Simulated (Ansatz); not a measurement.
CuNbSe$_{2}$:
```cif
data_Cu2Nb2Se4
_chemical_formula_sum 'Se4 Nb2 Cu2'
_space_group_name_H-M_alt 'P63/mmc'
_space_group_IT_number 194
_space_group_name_Hall '-P 6c 2c'
_cell_length_a 3.57691
_cell_length_b 3.57691
_cell_length_c 12.67751
_cell_angle_alpha 90.000
_cell_angle_beta 90.000
_cell_angle_gamma 120.000
loop_
_atom_site_label
_atom_site_type_symbol
_atom_site_symmetry_multiplicity
_atom_site_Wyckoff_symbol
_atom_site_fract_x
_atom_site_fract_y
_atom_site_fract_z
_atom_site_occupancy
Se1 Se 4 f 0.66667 0.33333 0.12053 1
Nb1 Nb 2 b 0.00000 0.00000 0.25000 1
Cu1 Cu 2 a 0.00000 0.00000 0.00000 1
```

Relaxed with r²SCAN+D4. DFT-r²SCAN+D4 in the program Ansatz with PAW potentials gives a gap of 0.67 eV.

**Question.** What gap does HSE06 give on the same cell (Ansatz, PAW)?

**Answer.** 0.99 eV, 0.33 eV more. The hybrid was solved on a coarser mesh and at special points; its gap is the smallest among all of these.

| k | v1 r²SCAN+D4 | c1 r²SCAN+D4 | v1 HSE06 | c1 HSE06 |
|---|---|---|---|---|
| Γ | -0.07 | 1.47 | ? | ? |
| A | 0.00 | 1.63 | 0.00 | 2.08 |
| K | -0.27 | 0.74 | -0.30 | 0.99 |
| H | -0.21 | 0.77 | ? | ? |
| M | -0.51 | 0.98 | ? | ? |
| L | -0.56 | 1.21 | ? | ? |

**Question.** Top valence (v1) and lowest conduction level (c1) in eV from each method's valence maximum (which need not be a listed point): supply the withheld HSE06 values.

**Answer.** 
- Γ, v1 HSE06: -0.04
- Γ, c1 HSE06: 1.86
- M, v1 HSE06: -0.82
- M, c1 HSE06: 1.41
- H, v1 HSE06: -0.24
- H, c1 HSE06: 1.02
- L, v1 HSE06: -0.89
- L, c1 HSE06: 1.64

Cost on shared cores: the r²SCAN+D4 run (SCF on a 9×9×3 mesh, then bands and DOS) roughly 2.9 core-minutes, the HSE06 run (SCF on 5×5×2, then a few points) very roughly 8 core-minutes; the tasks are unlike.

Space group P6_3/mmc. The cell is a constructed one: a structure type filled with these elements; neither database checked (COD, Materials Project) lists it. Its standing as an ambient phase is unchecked. The r²SCAN+D4 relaxation kept the symmetry of its start; whether a distortion lowers the energy is not shown. The run is not spin-polarised. Spin–orbit coupling is left out wherever it is not named.

Potentials: the later of the program's two PAW sets.
